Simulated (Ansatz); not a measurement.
CuI:
```
CuI
1.0
    4.10873     0.00000     0.00000
   -2.05437     3.55827     0.00000
    0.00000     0.00000     7.26357
Cu I
2 2
Direct
  0.66667   0.33333   0.59271
  0.33333   0.66667   0.40729
  0.33333   0.66667   0.76215
  0.66667   0.33333   0.23785
```

Relaxed with r²SCAN+D4. Independent-particle spectrum: no excitons, no local fields, no scissors shift; 0.1 eV broadening; ε₁ of the summed bands alone.

Q: Tabulate the dielectric function from DFT-r²SCAN+D4 in the program Ansatz with PAW potentials.

A: 

| E (eV) | ε₁ xx | ε₂ xx | ε₁ zz | ε₂ zz |
|---|---|---|---|---|
| 0.0 | 5.61 | 0.00 | 5.94 | 0.00 |
| 0.3 | 5.62 | 0.00 | 5.96 | 0.00 |
| 0.6 | 5.66 | 0.00 | 6.00 | 0.00 |
| 0.9 | 5.73 | 0.00 | 6.08 | 0.00 |
| 1.2 | 5.84 | 0.00 | 6.20 | 0.00 |
| 1.5 | 5.99 | 0.00 | 6.37 | 0.00 |
| 1.8 | 6.21 | 0.00 | 6.61 | 0.00 |
| 2.1 | 6.60 | 0.04 | 6.97 | 0.00 |
| 2.4 | 6.84 | 0.35 | 7.74 | 0.22 |
| 2.7 | 7.17 | 0.41 | 7.88 | 0.87 |
| 3.0 | 8.09 | 0.73 | 8.14 | 1.14 |
| 3.3 | 8.13 | 1.92 | 8.79 | 1.39 |
| 3.6 | 8.27 | 2.19 | 10.52 | 2.49 |
| 3.9 | 8.83 | 3.17 | 9.99 | 6.19 |
| 4.2 | 8.47 | 4.16 | 6.96 | 6.52 |
| 4.5 | 7.80 | 6.02 | 6.05 | 6.79 |
| 4.8 | 6.90 | 5.50 | 4.82 | 5.07 |
| 5.1 | 7.99 | 5.94 | 5.39 | 4.62 |
| 5.4 | 5.03 | 8.71 | 5.80 | 4.31 |
| 5.7 | 2.95 | 6.72 | 7.71 | 4.86 |
| 6.0 | 4.08 | 5.29 | 6.42 | 7.38 |
| 6.3 | 4.75 | 5.64 | 6.26 | 6.46 |
| 6.6 | 5.01 | 7.15 | 6.70 | 9.13 |
| 6.9 | 4.69 | 8.96 | 7.18 | 14.11 |
| 7.2 | 2.07 | 10.95 | -2.35 | 13.52 |
| 7.5 | -1.95 | 9.54 | -3.31 | 9.82 |
| 7.8 | -2.64 | 7.58 | -2.99 | 6.87 |
| 8.1 | -3.19 | 5.25 | -3.17 | 6.45 |
| 8.4 | -1.90 | 3.60 | -3.47 | 5.49 |
| 8.7 | -0.88 | 3.82 | -3.23 | 3.58 |
| 9.0 | -0.71 | 3.86 | -2.02 | 2.92 |
| 9.3 | -0.69 | 3.85 | -1.41 | 3.58 |
| 9.6 | -1.21 | 4.13 | -2.21 | 3.67 |
| 9.9 | -1.86 | 3.94 | -2.58 | 2.86 |
| 10.2 | -2.14 | 2.83 | -2.11 | 1.91 |
| 10.5 | -1.68 | 2.15 | -1.54 | 1.69 |
| 10.8 | -1.28 | 1.91 | -1.33 | 1.55 |
| 11.1 | -0.94 | 1.96 | -1.11 | 1.43 |
| 11.4 | -0.94 | 1.91 | -0.82 | 1.41 |
| 11.7 | -0.96 | 1.90 | -0.70 | 1.43 |
| 12.0 | -1.05 | 1.69 | -0.64 | 1.37 |

Q: From ε at 3.1 eV (xx: 8.29 + 1.23i), find n, k, the normal reflectivity and the absorption coefficient.

A: n = 2.89, k = 0.213, R = 24 %, α = 2kE/ħc = 67000 cm⁻¹.

With all bands, ε∞ without local fields is 5.74 (xx = yy), 6.07 (zz).

Space group P-3m1. The first step of the workflow began from a Materials Project structure, measured or hypothetical; the Crystallography Open Database copy checked does not list it. It is not the phase usual at ambient conditions (space group No. 216). The r²SCAN+D4 relaxation kept the symmetry of its start; whether a distortion lowers the energy is not shown. No spin polarisation was allowed. Spin–orbit coupling is left out wherever it is not named.

Potentials: the later of the program's two PAW sets.
